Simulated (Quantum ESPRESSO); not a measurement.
Parts of the isotropic shielding in Ag4BrCl3, by PBE GIPAW (a modified build of Quantum ESPRESSO, JTH PAW datasets), 25 Ha, k-mesh 5×5×5 shifted:

```
CELL_PARAMETERS angstrom
      5.67662     0.00000     0.00000
      0.00000     5.67662     0.00000
      0.00000     0.00000     5.67662
ATOMIC_POSITIONS crystal
  Ag 0.00000 0.00000 0.00000
  Br 0.50000 0.00000 0.00000
  Ag 0.00000 0.50000 0.50000
  Cl 0.50000 0.50000 0.50000
  Ag 0.50000 0.00000 0.50000
  Cl 0.00000 0.00000 0.50000
  Ag 0.50000 0.50000 0.00000
  Cl 0.00000 0.50000 0.00000
```
The cell was made here from a computed Materials Project entry: one of 4 Cl replaced by Br, cell and atoms relaxed (PBE without dispersion, pw.x of Quantum ESPRESSO, symmetry kept). The parent is AgCl in Fm-3m. The swapped cell is a model, not a known phase. Stability against distortions was not tested. The run has no spin polarisation.

The core term is that of the free atom's frozen core; the paramagnetic column sums the reconstruction terms. σ is an absolute shielding without the bulk-susceptibility term: within one crystal shift differences are minus those of σ, between compounds the missing term differs by several ppm. In our sweeps, cutoffs and meshes of this size left a few ppm, and up to some 20 ppm on atoms from Zn on. Spin–orbit coupling is left out; its weight grows with the heaviest atom, Ag here. No d partial waves on Br, Cl: the paramagnetic term there is incompletely reconstructed. With so small a Kohn–Sham gap, σ hangs strongly on the functional and the mesh.

```tsv
site	core	bare (smooth current)	diamagnetic correction	paramagnetic corrections	σ_iso (ppm)
Ag1 (atoms 1, 5, 7)	4673.9	35.5	111.2	?	?
Br (atom 2)	3103.4	65.5	-8.4	?	?
Ag2 (atom 3)	4673.9	36.5	111.3	?	?
Cl (atoms 4, 6, 8)	1050.8	70.9	-12.5	?	?
```

Q: Some entries are withheld; supply them.

A: 
- Ag1 (atoms 1, 5, 7), paramagnetic corrections: -1396.6
- Ag1 (atoms 1, 5, 7), σ_iso (ppm): 3423.9
- Br (atom 2), paramagnetic corrections: -455.0
- Br (atom 2), σ_iso (ppm): 2705.5
- Ag2 (atom 3), paramagnetic corrections: -1284.2
- Ag2 (atom 3), σ_iso (ppm): 3537.5
- Cl (atoms 4, 6, 8), paramagnetic corrections: -255.8
- Cl (atoms 4, 6, 8), σ_iso (ppm): 853.5
